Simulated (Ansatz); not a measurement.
Input and command of a calculation in Ansatz (plane waves; scalar-relativistic PAW potentials unless the input names others):

```yaml
crystal:
  lattice:
    - [3.8197899817, 0.0, 0.0]
    - [0.0, 3.8197899817, 0.0]
    - [0.0, 0.0, 7.8154014707]
  atoms:
    - { symbol: Ca, position: [0.0, 0.5, 0.1643127258] }
    - { symbol: Ca, position: [0.5, 0.0, 0.8356872742] }
    - { symbol: H, position: [0.0, 0.0, 0.0] }
    - { symbol: H, position: [0.5, 0.5, 0.0] }
    - { symbol: Br, position: [0.0, 0.5, 0.6701956694] }
    - { symbol: Br, position: [0.5, 0.0, 0.3298043306] }
basis:
  ecutwfc: 420
kpoints:
  mp_grid: { grid: [6, 6, 4] }
hamiltonian:
  xc: pbesol
scf:
  max_iter: 100
output:
  forces: true
  eigenvalues: true
  stress: true
relax:
  adjacent_minimum: "off"
  f_tol: 0.005
  max_steps: 80
  cell: { stress_tol: 0.05 }
```

```bash
ansatz run input.yaml --threads 1 --pin off --max-ram 2560MiB --backend cpu --events-out ev --progress --plain --runs-dir out
```

What will the program do with this input?

The program refuses it, because of no occupation method (scf.occupations: {"method": "gaussian", "width": 0.02} → not typed). With the sound run's settings it is accepted.

Abridged log:
```
Error: YAML parse error: `scf.occupations.method` is required: fixed only where the cell keeps a band gap throughout the run, explicit beside scf.occupations.values (under evaluate: without them), else a smearing such as fermi_dirac (scf.occupations.width is optional; its entry in the input reference gives the default)
```